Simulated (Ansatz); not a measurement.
**⁵¹V NMR of the central transition in LuVO4**

Cell: a COD entry (listed for 973 K), its atoms then relaxed with PBE in this cell.

Space group I4_1/amd:1 (No. 141); a = 7.0395, c = 6.2796 Å.

| site | Wyckoff | site symmetry | x | y | z |
| --- | --- | --- | --- | --- | --- |
| Lu | 4a | -4m2 | 0.0000 | 0.5000 | 0.2500 |
| V | 4b | -4m2 | 0.0000 | 0.0000 | 0.5000 |
| O | 16h | .m. | 0.0000 | 0.1874 | 0.3253 |

One atom of each set is listed; the run and its k-mesh use a cell of 12 atoms with edges of 5.89, 5.89, 5.89 Å.

All values are calculated (Ansatz; DFT, PBE, plane waves and PAW, scalar-relativistic, 420 eV cutoff, Γ-centred 5×5×5 k-points, Fermi–Dirac smearing 0.02 eV), not measured.

⁵¹V has I = 7/2 and Q = -52.00 mb (Pyykkö 2018); at 21.1 T its Larmor frequency is ν₀ = 236.6 MHz. Only the quadrupole interaction is simulated: positions count from each site's isotropic chemical shift, and J coupling is left out, as are shift anisotropy and dipolar coupling, which fast spinning averages.

Simulated pattern of one V site (fast magic-angle spinning, Gaussian broadening 0.01 kHz):

(offset (kHz), height): (-0.5163, 0), (-0.4959, 4), (-0.4756, 6), (-0.4552, 6), (-0.4348, 7), (-0.4145, 7), (-0.3941, 7), (-0.3737, 7), (-0.3533, 8), (-0.3330, 8), (-0.3126, 84), (-0.2922, 74), (-0.2718, 54), (-0.2515, 48), (-0.2311, 45), (-0.2107, 44), (-0.1904, 44), (-0.1700, 46), (-0.1496, 48), (-0.1292, 54), (-0.1089, 65), (-0.0885, 100), (-0.0681, 91), (-0.0478, 0)

Question: Which |C_Q| and η does the pattern imply?

Answer: The pattern spans 0.428 kHz before broadening and its centre of gravity is at -0.200 kHz, which fixes P_Q; the places of the horns and steps fix η. That gives P_Q = 4.30 MHz, |C_Q| = 4.30 MHz and η = 0.00. The sign of C_Q can't be read from the pattern.

An axis of threefold or higher order runs through V, so V_zz lies along it and η is zero.
